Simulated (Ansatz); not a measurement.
Input and command of a plane-wave DFT calculation in Ansatz:

```yaml
crystal:
  lattice:
    - [-1.66395, 1.66395, 1.66395]
    - [1.66395, -1.66395, 1.66395]
    - [1.66395, 1.66395, -1.66395]
  atoms:
    - { symbol: Nb, position: [0.0, 0.0, 0.0] }
basis:
  ecutwfc: 420
kpoints:
  mp_grid: { grid: [18, 18, 18] }
hamiltonian:
  xc: pbesol
scf:
  occupations: { method: gaussian, width: 0.1 }
output:
  forces: true
  stress: true
  eigenvalues: true
  populations: true
```

```bash
ansatz run input.yaml --threads 1 --pin off --max-ram 2560MiB --backend cpu --events-out ev --progress --plain --runs-dir out
```

Processor: Arm Neoverse V1, 1 thread, on a host shared with other jobs.

How long does it run, and how much memory does it take?

About 2.9 s on 1 thread of Arm Neoverse V1, with other jobs on the host, peak memory 0.29 GiB. It solves 11 bands at 195 k points (the mesh reduced by the symmetry that the task leaves, which can be less than the crystal's) with about 369 plane waves, in 6 SCF iterations.
